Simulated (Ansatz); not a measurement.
In HfC (rock salt type) the Hf atom of the primitive cell, with all its periodic images, is moved by 0.02 Å along x.

```
Hf C
1.0
     0.00000    2.32500    2.32500
     2.32500    0.00000    2.32500
     2.32500    2.32500    0.00000
Hf C
1 1
Direct
  0.99570 0.00430 0.00430
  0.50000 0.50000 0.50000
```

These are results of Ansatz 0.2.0 development build, PBE, plane waves, PAW datasets (earlier set, tuned by hand), not measurements.

Cutoff 820 eV; k-mesh 8×8×8 Γ-centred; Fermi–Dirac smearing of 0.1 eV; no spin polarisation; no spin–orbit coupling.

Problem. What force results, and what does it mean for the zone-centre vibration?

Solution. The force on it along the displacement is -0.1621 eV/Å, a force constant of 8.11 eV/Å². With the reduced mass of 11.25 u the zone-centre optical mode lies at 443 cm⁻¹ (13.27 THz) in this finite-step estimate.

| atom | Fx (eV/Å) | Fy (eV/Å) | Fz (eV/Å) |
| --- | --- | --- | --- |
| Hf1 | -0.1621 | 0.0000 | 0.0000 |
| C2 | 0.1621 | 0.0000 | 0.0000 |

The k-mesh is modest, so these values aren't fully converged in k.
